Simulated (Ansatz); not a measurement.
One input, then a changed one: NbTe (CsCl type)

First run: DFT, PBEsol, PAW with Ansatz's default frozen-core files, scalar-relativistic (Ansatz 0.2.0).

Command: `ansatz run input.yaml --threads 1 --pin off --max-ram 2048MiB --backend cpu --events-out ev --progress --plain --runs-dir out` It took 1 s on 1 thread of AMD EPYC 9R45 96-Core Processor (Zen 5), on a shared host, peak memory 0.4 GiB.

```yaml
crystal:
  lattice:
    - [2.9765236448, 0.0, 0.0]
    - [0.0, 2.9765236448, 0.0]
    - [0.0, 0.0, 2.9765236448]
  atoms:
    - { symbol: Nb, position: [0.0, 0.0, 0.0] }
    - { symbol: Te, position: [0.5, 0.5, 0.5] }
kpoints:
  mp_grid: { grid: [12, 12, 12] }
scf:
  occupations: { method: fermi_dirac, width: 0.1 }
hamiltonian:
  xc: pbesol
  pseudopotentials: { kind: paw }
output:
  forces: true
  stress: true
  eigenvalues: true
  populations: true
```

The cell comes from a relaxation on PAW files under the same functional, begun from a prototype that needn't be the stable phase.

This run: volume at 0.68 of the series' base cell.

It converges in 6 SCF iterations at a pressure of 134.6 GPa, cutoff 420 eV.

The input is then changed:

```diff
   occupations: { method: fermi_dirac, width: 0.1 }
+  convergence: { dr2_threshold: 1.0e-09 }
 hamiltonian:
   populations: true
+  write_density: true
+  write_potential: true
+  elf: true
+  volumetric_format: npy
+basis:
+  ecutwfc: "400 eV"
```

Question: Predict the outcome of the changed run.

Answer: It converges in 7 SCF iterations at a pressure of 134.7 GPa, cutoff 400 eV, free energy +0.5 meV/atom against the first run's. Results part of its log:
```
Warning: basis.ecutwfc = 400 eV is below the records' recommended 420 eV, and the density's cutoff is lower with it unless basis.ecutrho_ratio is high enough to keep the records' density cutoff: compare with a run at a higher cutoff
Warning: output.stress: scf.convergence.dr2_threshold = 1e-9 eV is looser than the 2e-10 eV advised for a printed stress (1e-10 eV for each atom of the cell: 2). What an SCF threshold leaves in a stress goes as its square root, and in the free energy as the threshold itself, and one threshold admits the most on a small cell: of the crystals measured, under no hybrid functional and no lock of the m
SCF 1 converged in 7 iterations: F = -11393.650059 eV  dr2 = 2.18e-11
  greatest PAW one-centre occupation: 0.999 electrons in one spin orbital (limit 2), on the Te atom at site 1 (counted from 0), in its partial waves of l = 2
SCF converged after 7 iterations
Free energy (F): -11393.650059 eV
Harris-Foulkes:  -11393.650059 eV  (|F-HF|=3.82e-11)
Internal energy: -11393.604967 eV  (E = F + TS)
E sigma→0 (E₀):  -11393.627513 eV
Entropy (-TS):   -0.045091 eV (-22.546 meV/atom)
Fermi energy:    27.552378 eV
--- Per-component energies (eV) ---
  E_band       = 53.924972
  E_kinetic    = 613.957260
  E_local      = -820.013385  (includes V_loc(G=0)·N_el)
  E_nonlocal   = -180.920438
  E_hartree    = 635.216744
  E_xc         = -312.150547
  E_vxc        = -335.662390  (∫ρ·V_xc dr)
  E_paw        = -7606.512437  (= ΣΔE_a)
  E_vpaw       = -493.869422  (= ΣTr[D̂ρ^β])
  E_aug_tail   = -0.000359  (compensation charges beyond the density's cutoff)
  E_ewald      = -3723.745329
  E_core_change = 0.563524  (= ΣΔE_core)
  E_smearing   = -0.045091  (= −TS)
  E_closure    = 0.000000  (closes the sum)
  Σ components = -11393.650059   (vs F -11393.650059, Δ=0.00e0)
--- Forces (eV/Å), atoms counted from 1 ---
  atom   1  Nb    -0.00000000     0.00000000     0.00000000
  atom   2  Te     0.00000000    -0.00000000     0.00000000
  max |Σ_I F_I| component: 8.02e-30 eV/Å
--- Stress (GPa, compression-positive) ---
      134.656984       0.000000       0.000000
        0.000000     134.656984       0.000000
        0.000000       0.000000     134.656984
  P = ⅓ Tr σ = 134.6570 GPa (1346.570 kbar)
--- Band table (eV; the first three rows and the last of 84) ---
  k-point 0: bands = ["-26.8387", "-10.8358", "-10.8358", "-10.7043", "-10.7043", "-10.7043", "-2.9391", "-2.9391", "-2.9391", "9.9775", "22.7408", "22.7408", "27.1385", "27.1385", "27.1385", "29.3888", "29.3888", "29.3888", "37.5452"]
  k-point 1: bands = ["-26.8324", "-10.8352", "-10.8265", "-10.7095", "-10.7095", "-10.7039", "-3.0149", "-2.9267", "-2.9267", "10.1441", "22.5566", "22.7959", "26.5920", "26.5920", "27.0121", "29.3909", "29.9912", "29.9912", "36.9755"]
  k-point 2: bands = ["-26.8152", "-10.8336", "-10.8010", "-10.7237", "-10.7237", "-10.7028", "-3.2161", "-2.8928", "-2.8928", "10.6226", "21.8231", "22.9536", "25.6438", "25.6438", "27.1169", "29.3966", "31.1344", "31.1344", "35.2642"]
  k-point 83: bands = ["-26.5769", "-10.8692", "-10.8692", "-10.8692", "-10.5993", "-10.5993", "-3.3781", "-3.3781", "-3.3781", "17.6598", "17.9296", "17.9296", "17.9296", "31.2183", "31.2183", "31.2183", "32.3564", "32.3564", "36.2764"]
--- Löwdin populations: 2 sites ---
  site symbol       q [e]
     0     Nb     13.7823
     1     Te     15.0375
  spilling = 0.006214 (of n_electrons = 29.000000)
```
